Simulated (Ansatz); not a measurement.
WC (WC type, space group P-6m2)

```yaml
crystal:
  lattice:
    - [2.92185, 0.00000, 0.00000]
    - [-1.46093, 2.53040, 0.00000]
    - [0.00000, 0.00000, 2.84710]
  atoms:
    - { symbol: W, position: [0.00000, 0.00000, 0.00000] }
    - { symbol: C, position: [0.66667, 0.33333, 0.50000] }
```

The atoms are displaced by Q × the pattern below (from a DFPT mode at Γ, largest move 1; Q in Å), at fixed cell.

| atom | x | y | z |
|---|---|---|---|
| W1 | 0.000 | 0.000 | 0.065 |
| C2 | 0.000 | 0.000 | -1.000 |

Method: PBE (plane waves to 420 eV, PAW, scalar-relativistic; Ansatz, a first-principles code). k mesh 18×18×16 (Γ-centred), Fermi-Dirac smearing 0.05 eV. The energy includes the smearing's −TS. With partly filled bands, energies and forces of such displacements shift with the k mesh and the smearing. Spin-orbit coupling is left out, though W is heavy. WC is run without spin polarisation. WC was relaxed with its symmetry unable to fall. The zero of ΔE is the undisplaced structure. The last digit holds for this mesh only.

| Q (Å) | ΔE (meV/cell) |
|---|---|
| -0.2800 | 641.5 |
| -0.2333 | 435.8 |
| -0.1867 | withheld |
| -0.1400 | 150.6 |
| -0.0933 | 66.3 |
| -0.0467 | 16.5 |
| 0.0000 | 0.0 |
| 0.0467 | 16.5 |
| 0.0933 | 66.3 |
| 0.1400 | 150.6 |
| 0.1867 | withheld |
| 0.2333 | 435.8 |
| 0.2800 | 641.5 |

Task: Fit an even polynomial form (powers 2, 4, 6) to the given rows and predict ΔE at Q = -0.1867.

Result: Least squares on the 11 given rows: ΔE = (7491)·Q² + (10900)·Q⁴ + (-26580)·Q⁶, in meV/cell with Q in Å; root-mean-square residual 0.16 meV/cell. At -0.1867 the fit gives 273.2 meV/cell; the calculation gives 272.6 meV/cell, so the interpolation is off by 0.6 (+0.2 %). The quadratic term alone would give 261.1 meV/cell.

(For displaced atoms, the force is minus the slope of the energy, and its curvature is a force constant, which sets phonon frequencies.)
